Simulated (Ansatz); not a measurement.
LiBr:
```
LiBr
1.0
    0.00000     2.70550     2.70550
    2.70550     0.00000     2.70550
    2.70550     2.70550     0.00000
Li Br
1 1
Direct
  0.00000   0.00000   0.00000
  0.50000   0.50000   0.50000
```

Plane-wave PAW PBEsol (Ansatz code) gives a gap of 4.98 eV without spin–orbit coupling, maximum on the K–Γ line, 78 % of the way from K, minimum at Γ.

What happens when spin–orbit coupling is switched on?

The gap shrinks by 0.17 eV, to 4.81 eV; maximum at Γ, minimum at Γ.

Give the electron effective mass with spin–orbit coupling.

0.34 mₑ (isotropic).

Give the hole effective mass with spin–orbit coupling, band 1 of 2 at the edge.

1.3 along [100], 3.1 along [110], 4.6 along [111] (mₑ).

Give the hole effective mass with spin–orbit coupling, band 2 of 2 at the edge.

0.57 along [100], 0.46 along [110], 0.44 along [111] (mₑ).

Space group Fm-3m (rock salt). Symmetry was held in the PBEsol relaxation.

Potentials: the later of the program's two PAW sets.
